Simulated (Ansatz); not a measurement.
**HfC: all-electron results**

```xyz
2
Lattice="0.0000 2.3171 2.3171 2.3171 0.0000 2.3171 2.3171 2.3171 0.0000" Properties=species:S:1:pos:R:3 pbc="T T T"
Hf    0.0000    0.0000    0.0000
C     2.3171    2.3171    2.3171
```

Atoms are numbered in the order listed.

The cell is the one relaxed in the Materials Project (mp-21075), not relaxed further here; entries there can be hypothetical.

No spin–orbit coupling, which matters for the heavy atoms here.

Methods: DFT, LDA, all-electron LAPW, scalar-relativistic (Ansatz 0.2.0); DFT, LDA, PAW with Ansatz's default frozen-core files, scalar-relativistic (Ansatz 0.2.0).

For LAPW: a Γ-centred 14×14×14 k mesh, Fermi–Dirac smearing of 0.05 eV, basis error target 0.5 meV/atom, no spin polarisation. PAW takes a cutoff of 420 eV at this cell (files made with PBE, cores remade for this functional). The Ansatz runs share mesh, smearing and spin set-up. Values come from LAPW unless marked.

```
Pressure at this cell                                                                                                  : -9.62 GPa
Band gap                                                                                                               : none: bands cross the Fermi level, a metal
Density of states at the Fermi level (0.2 eV bin)                                                                      : 0.23 states/eV per cell
Löwdin charges (with 0.03 e of the cell spilling out of the atomic basis, so their sizes and signs hang on that basis) : Hf1 0.70, C2 -0.67 e
Bader charges (from the PAW run)                                                                                       : Hf1 +1.87, C2 -1.87 e
Volume per atom                                                                                                        : 84.0 bohr³
```
